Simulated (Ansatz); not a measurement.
ScSi (CsCl type, Pm-3m) under volume change, the program Ansatz at the PBEsol level (PAW), scaled uniformly.

```json
[
 {"V (Å³/atom)": "16.087", "E − E(relaxed) (meV/atom)": "47.1", "P (GPa)": "10.23"},
 {"V (Å³/atom)": "16.617", "E − E(relaxed) (meV/atom)": "20.0", "P (GPa)": "6.27"},
 {"V (Å³/atom)": "17.147", "E − E(relaxed) (meV/atom)": "4.8", "P (GPa)": "2.96"},
 {"V (Å³/atom)": "17.678", "E − E(relaxed) (meV/atom)": "0.0", "P (GPa)": "0.00"},
 {"V (Å³/atom)": "18.208", "E − E(relaxed) (meV/atom)": "4.4", "P (GPa)": "-2.60"},
 {"V (Å³/atom)": "18.738", "E − E(relaxed) (meV/atom)": "16.8", "P (GPa)": "-4.83"},
 {"V (Å³/atom)": "19.269", "E − E(relaxed) (meV/atom)": "36.1", "P (GPa)": "-6.74"}
]
```

**Question.** What does a third-order Birch–Murnaghan fit give for V₀, B₀ and B′?

**Answer.** V₀ = 17.67 Å³/atom, B₀ = 91.6 GPa, B′ = 3.6.

A made-up cell: these elements were put on the sites of a structure type; neither database checked (COD, Materials Project) lists it. Whether it is the stable phase at ambient conditions was not checked. Symmetry was held in the PBEsol relaxation. At this level the phase is mechanically unstable. The run is not spin-polarised.

Potentials: the later of the program's two PAW sets.
